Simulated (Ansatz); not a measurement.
Pt3Pb, DFT, LDA, all-electron PAW with datasets made for the crystal, scalar-relativistic (Ansatz 0.2.0), run on 1 thread of Arm Neoverse V1 on a shared host.

The geometry is COD entry 1523554, unchecked; take it as a test cell. The listed cell was then made from it by scaling, straining or moving an atom.

Command: `ansatz run input.yaml --threads 1 --pin off --max-ram 4096MiB --backend cpu --events-out ev --progress --plain --runs-dir out`

```yaml
crystal:
  lattice:
    - [3.97684, 0.0, 0.0]
    - [0.0, 3.97684, 0.0]
    - [0.0, 0.0, 4.058]
  atoms:
    - { symbol: Pt, position: [0.0, 0.5, 0.5] }
    - { symbol: Pt, position: [0.5, 0.0, 0.5] }
    - { symbol: Pt, position: [0.5, 0.5, 0.0] }
    - { symbol: Pb, position: [0.0, 0.0, 0.0] }
kpoints:
  mp_grid: { grid: [9, 9, 9] }
scf:
  occupations: { method: fermi_dirac, width: 0.03 }
hamiltonian:
  xc: lda
  pseudopotentials: { kind: all_electron, datasets: crystal }
output:
  forces: true
  stress: true
  eigenvalues: true
  efg: { contact_densities: true }
```

(1) How large is the problem that the program sets up?

(2) About how long does it take, and how much memory does it use?

(3) And the same cell and mesh by PAW with the default files, asked for forces, stress, eigenvalues, efg, on the same hardware?

Results:

(1) 75 irreducible k-points, 707 plane waves at Γ, 28 bands.

(2) 38 s of wall time for 9 SCF iterations, with a peak of 0.96 GiB. Times on shared machines scatter by tens of per cent.

(3) 14 s, peak memory 0.49 GiB.
